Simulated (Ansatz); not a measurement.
Input:

TaN:
```cif
data_N3Ta3
_chemical_formula_sum 'Ta3 N3'
_space_group_name_H-M_alt 'P 1'
_space_group_IT_number 1
_cell_length_a 5.18011
_cell_length_b 5.18011
_cell_length_c 2.89379
_cell_angle_alpha 90.000
_cell_angle_beta 90.000
_cell_angle_gamma 120.000
loop_
_space_group_symop_operation_xyz
  'x, y, z'
loop_
_atom_site_label
_atom_site_type_symbol
_atom_site_fract_x
_atom_site_fract_y
_atom_site_fract_z
_atom_site_occupancy
Ta1 Ta 0.00000 0.00000 0.00000 1
Ta2 Ta 0.33333 0.66667 0.50000 1
Ta3 Ta 0.66667 0.33333 0.50000 1
N1 N 0.39331 0.00000 0.00000 1
N2 N 0.60669 0.60669 0.00000 1
N3 N 0.00000 0.39331 0.00000 1
```

This is the PBEsol-relaxed structure.

### Question
All from plane-wave PAW PBEsol (Ansatz code), unless another level is named. Give the electronic character.

### Answer
metallic (no gap).

### Question
Give the density of states at the Fermi level.

### Answer
0.09 states/eV per atom (mean over ±0.08 eV).

### Question
Predict the formation energy from the elements (no fitted shifts).

### Answer
-1.34 eV/atom.

### Question
What about the gap with spin–orbit coupling?

### Answer
none (metallic).

Space group P-62m. The cell was relaxed with PBEsol under the symmetry of its start. No spin polarisation was allowed. The references are the lowest solids computed at this level, not always the standard phases (solids in place of the gases). Spin–orbit coupling is left out wherever it is not named.

Potentials: the earlier of the program's two PAW sets. The files were generated under PBE; for other functionals the program regenerates the frozen cores, and for LDA and PBEsol the local potential too.
